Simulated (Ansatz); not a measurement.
Si2W:
```xyz
9
Lattice="4.5797 0.0000 0.0000 -2.2899 3.9661 0.0000 0.0000 0.0000 6.6088" Properties=species:S:1:pos:R:3 pbc="T T T"
Si     2.2899     2.6686     3.3044
Si    -1.1662     3.3174     5.5074
Si     1.1237     0.6488     1.1015
Si     0.0000     1.2975     3.3044
Si     3.4560     0.6488     5.5074
Si     1.1662     3.3174     1.1015
W     -1.1449     1.9831     1.1015
W      2.2899     0.0000     3.3044
W      1.1449     1.9831     5.5074
```

Relaxed with r²SCAN.

Task: Map the electron localisation function on the plane through (0.836, 0.673, 0.500) spanned by u = [1, 1, 0] and v = [1, -1, 0] in lattice vectors, from r²SCAN in the plane-wave PAW code Ansatz.

Result: x is the fraction of u, y of v (the angle between them is 90°; rows are the nearest grid lines); atoms in the plane: Si at (0.00, 0.00), Si at (0.50, 0.50), Si at (0.49, 0.84), Si at (0.99, 0.34), W at (0.50, 0.17), W at (1.00, 0.67).
```
y \ x   0.000  0.0870  0.174  0.261  0.348  0.435  0.565  0.652  0.739  0.826  0.913   1.00
------  -----  ------  -----  -----  -----  -----  -----  -----  -----  -----  -----  -----
1.00    0.648   0.224  0.676  0.666  0.518  0.479  0.453  0.442  0.565  0.582  0.198  0.648
0.925   0.481   0.589  0.676  0.651  0.694  0.666  0.613  0.553  0.466  0.533  0.506  0.481
0.850   0.607   0.597  0.603  0.704  0.502  0.239  0.183  0.495  0.562  0.479  0.548  0.607
0.775   0.451   0.276  0.255  0.645  0.713  0.311  0.379  0.718  0.566  0.269  0.370  0.451
0.700   0.236   0.686  0.462  0.306  0.539  0.530  0.533  0.519  0.287  0.561  0.667  0.236
0.625   0.462   0.729  0.455  0.341  0.574  0.556  0.565  0.576  0.307  0.464  0.693  0.462
0.550   0.327   0.272  0.308  0.628  0.683  0.268  0.284  0.718  0.650  0.271  0.226  0.327
0.450   0.746   0.664  0.510  0.499  0.475  0.242  0.286  0.606  0.664  0.671  0.743  0.746
0.375   0.226   0.235  0.530  0.493  0.545  0.692  0.733  0.663  0.664  0.621  0.241  0.226
0.300   0.215   0.339  0.706  0.543  0.286  0.252  0.218  0.302  0.644  0.723  0.276  0.215
0.225   0.514   0.614  0.583  0.297  0.568  0.721  0.702  0.449  0.307  0.618  0.603  0.514
0.150   0.482   0.509  0.444  0.250  0.684  0.390  0.487  0.662  0.256  0.458  0.504  0.482
0.0750  0.283   0.551  0.730  0.429  0.238  0.515  0.554  0.290  0.460  0.715  0.528  0.283
0.000   0.648   0.224  0.676  0.666  0.518  0.479  0.453  0.442  0.565  0.582  0.198  0.648
```

The density is the valence pseudo-density with augmentation charge, so density and ELF within about 1 Å of a nucleus are not all-electron values.

Space group P6_222. The workflow started from a Materials Project entry (that database holds measured and hypothetical structures alike); the Crystallography Open Database copy checked does not list it. It is not the phase usual at ambient conditions (space group No. 139). The cell was relaxed with r²SCAN under the symmetry of its start; phonons on a q-mesh show no instability. The run is not spin-polarised. Spin–orbit coupling is left out wherever it is not named.

Potentials: the later of the program's two PAW sets.
